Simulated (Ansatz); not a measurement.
Data:

TePb:
```
TePb
1.0
    0.00000     3.26787     3.26787
    3.26787     0.00000     3.26787
    3.26787     3.26787     0.00000
Te Pb
1 1
Direct
  0.00000   0.00000   0.00000
  0.50000   0.50000   0.50000
```

This is the r²SCAN-relaxed structure.

Question: All from plane-wave PAW r²SCAN (Ansatz code), unless another level is named. Estimate the electron effective mass with spin–orbit coupling.

Answer: 0.020, 0.020, 0.23 mₑ (principal values).

Question: What about the band gap?

Answer: 1.10 eV (direct).

Question: Next, the gap with spin–orbit coupling?

Answer: 0.16 eV.

Question: Next, the valence-band maximum?

Answer: at L.

Space group Fm-3m (rock salt). The cell was relaxed with r²SCAN under the symmetry of its start. Spin–orbit coupling is left out wherever it is not named.

Potentials: the earlier of the program's two PAW sets.
